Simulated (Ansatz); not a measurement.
Theory: Ansatz, DFT PBE, scalar-relativistic, plane waves, PAW. Settings: cutoff 420 eV, Γ-centred meshes spaced at most about 0.3 Å⁻¹, and about 0.25 Å⁻¹ or finer for metals (2π included), Gaussian smearing. No spin polarisation in the final relaxations.

Each of these unrelaxed guesses is relaxed in cell and atoms within its symmetry. A guess keeps its type if space group and coordination stay and the shape of the cell changes little (axis ratios within about 15 %, angles within 6°); the volume may change.

1. NbTeS4

Space group Cmmm (No. 65). a = 8.223 Å, b = 8.251 Å, c = 3.806 Å, α = 90.00°, β = 90.00°, γ = 90.00°
```
atom  site  symmetry       x       y       z
  Nb    2c       mmm  0.5000  0.0000  0.5000
  Te    2a       mmm  0.0000  0.0000  0.0000
   S    4h       2mm  0.2034  0.0000  0.5000
   S    4i       m2m  0.5000  0.8140  0.0000
```

2. Hf3NbO2

Space group P-3m1 (No. 164). a = 4.243 Å, b = 4.243 Å, c = 5.313 Å, α = 90.00°, β = 90.00°, γ = 120.00°
```json
{"atom": "Hf", "site": "2d", "symmetry": "3m.", "x": "0.3333", "y": "0.6667", "z": "0.7238"}
{"atom": "Hf", "site": "1a", "symmetry": "-3m.", "x": "0.0000", "y": "0.0000", "z": "0.0000"}
{"atom": "Nb", "site": "1b", "symmetry": "-3m.", "x": "0.0000", "y": "0.0000", "z": "0.5000"}
{"atom": "O", "site": "2d", "symmetry": "3m.", "x": "0.3333", "y": "0.6667", "z": "0.2191"}
```

3. ZrO5

Space group P4/mmm (No. 123). a = 2.498 Å, b = 2.498 Å, c = 10.581 Å, α = 90.00°, β = 90.00°, γ = 90.00°
| atom | site | symmetry | x | y | z |
| --- | --- | --- | --- | --- | --- |
| Zr | 1c | 4/mmm | 0.5000 | 0.5000 | 0.0000 |
| O | 2h | 4mm | 0.5000 | 0.5000 | 0.3345 |
| O | 2g | 4mm | 0.0000 | 0.0000 | 0.1760 |
| O | 1b | 4/mmm | 0.0000 | 0.0000 | 0.5000 |

4. SnAs2

Space group P6mm (No. 183). a = 3.662 Å, b = 3.662 Å, c = 7.831 Å, α = 90.00°, β = 90.00°, γ = 120.00°
```tsv
atom	site	symmetry	x	y	z
Sn	1a	6mm	0.0000	0.0000	0.1883
As	2b	3m.	0.3333	0.6667	0.2791
```

Task: Which guesses survive the relaxation?

Result: Guess 1 keeps its type.

```
guess  kept  start group  end group  V start (Å³/atom)  V end  b/a and c/a, end over start  nearest neighbours start  nearest neighbours end
    1   yes         Cmmm       Cmmm               21.5   23.6                   1.01, 0.94           Nb 6, S 3, Te 6         Nb 6, S 3, Te 6
    2    no        P-3m1      P-3m1               13.8   17.3                   1.00, 2.51       Hf 8/14, Nb 14, O 8      Hf 1/6, Nb 12, O 4
    3    no       P4/mmm     P4/mmm               11.0   14.7                   1.00, 0.87               O 12, Zr 12           O 1/5/8, Zr 8
    4    no         P6mm     P6/mmm               30.3   23.2                            -                As 6, Sn 6             As 3, Sn 14
```

Neighbours count within 15 % of an atom's shortest distance; end groups are read at 0.02 Å (0.05 Å in metals).

Weakly bound directions are ill-defined at this level, which has no dispersion term (ZrO5 P4/mmm). These runs have no spin–orbit coupling, which can matter for Hf and Te. In NbTeS4 Cmmm, Hf3NbO2 P-3m1 an odd number of electrons in the primitive cell allows no gap without spin; a larger cell or a magnetic state could open one. A magnetic state wasn't ruled out in cells without spin, among them NbTeS4 Cmmm, Hf3NbO2 P-3m1. Cells relaxed within their symmetry can be saddle points.

In counts of neighbours, a slash parts the counts of unlike sites.
